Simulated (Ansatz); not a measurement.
## NaIrO₃ (Cmcm): electronic heat capacity and spin susceptibility from the density of states

All numbers below come from DFT PBEsol, scalar-relativistic, plane waves, PAW (Ansatz).

Cutoff 420 eV; k points 12×12×6 on the computed 10-atom cell (Γ-centred); Gaussian smearing, width 0.10 eV; no spin polarisation.

Relaxed cell: Cmcm, a = 3.072 Å, b = 10.230 Å, c = 7.131 Å, α = 90.00°, β = 90.00°, γ = 90.00°, 10 atoms in the primitive cell. Whether it is the stable form of this composition wasn't checked.

The density of states at the Fermi level is 5.478 states/eV in the cell of 10 atoms (2 formula units; both spins, tetrahedra on a 18×18×9 mesh). Averaged over bins of 0.1 eV the density runs from 3.3 to 6.3 states/eV within 0.2 eV of the Fermi level, so the figure hangs on the exact place of that level.

Task: What Sommerfeld coefficient and Pauli susceptibility does this give?

Result: Per formula unit N(E_F) = 2.739 states/eV. γ = (π²/3) k_B² N(E_F) N_A = 2.357 mJ/(mol K²) per state/eV, so γ = 6.5 mJ/(mol K²), a mole of formula units. χ_P = μ_B² N(E_F) N_A = 3.23×10⁻⁵ emu/mol per state/eV gives 8.9×10⁻⁵ emu/mol. This is the bare band result: a measured γ of the same phase is as a rule larger by a factor 1 + λ from phonons and spin fluctuations, the spin part of χ is larger by the Stoner factor, and a measured χ also holds orbital and core terms. N(E_F) at one energy is sensitive to the mesh where the density of states has sharp peaks.

Spin-orbit coupling is left out, which matters for the bands of heavy elements.

A ferromagnetic start lost its moments in a first run, so spin was left out; other magnetic orders weren't tried.